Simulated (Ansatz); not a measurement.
ScAl$_{3}$ (Cu3Au type)

```
ScAl3
1.0
    4.08581     0.00000     0.00000
    0.00000     4.08581     0.00000
    0.00000     0.00000     4.08581
Al Sc
3 1
Direct
  0.00000   0.50000   0.50000
  0.50000   0.50000   0.00000
  0.50000   0.00000   0.50000
  0.00000   0.00000   0.00000
```

The slice is a {210} plane (indices of the conventional cell) through the point (0.500, 0.500, 0.000) (fractional), spanned by u = [100] and v = [021] in vectors of this cell: u (4.09 Å) and v (9.14 Å, at 90° to u). It covers one period; positions are fractions (u, v).

Level of theory: r2SCAN (plane waves to 500 eV, PAW, scalar-relativistic; Ansatz, a quantum-chemistry and plane-wave program). k mesh 11×11×11. Inside the PAW spheres the values are not all-electron values, and peaks at nuclei hang on which shells count as valence. ScAl3 is run without spin polarisation. ScAl3 was relaxed with its symmetry unable to fall.

### Question
Predict the map of the electron localisation function (ELF) on the slice.

### Answer
```tsv
v \ u	0.00	0.15	0.31	0.46	0.62	0.77	0.92
0.96	x	0.28	0.62	0.39	0.49	0.63	x
0.86	0.71	0.60	0.17	0.12	0.10	0.41	0.69
0.75	0.66	0.57	0.13	0.11	0.08	0.37	0.64
0.64	0.61	0.67	0.65	0.55	0.60	0.67	0.64
0.54	0.15	0.33	0.38	x	0.07	0.46	0.20
0.43	0.29	0.46	0.63	0.21	0.48	0.58	0.34
0.32	0.64	0.68	0.51	0.24	0.35	0.63	0.66
0.21	0.69	0.54	0.10	0.27	0.14	0.29	0.65
0.11	0.68	0.65	0.33	0.08	0.15	0.55	0.68
0.00	x	0.16	0.65	0.43	0.53	0.63	x
```

Values: electron localisation function (ELF). Points within 0.5 Å of a nucleus are blanked (x), as the pseudised field means little there.
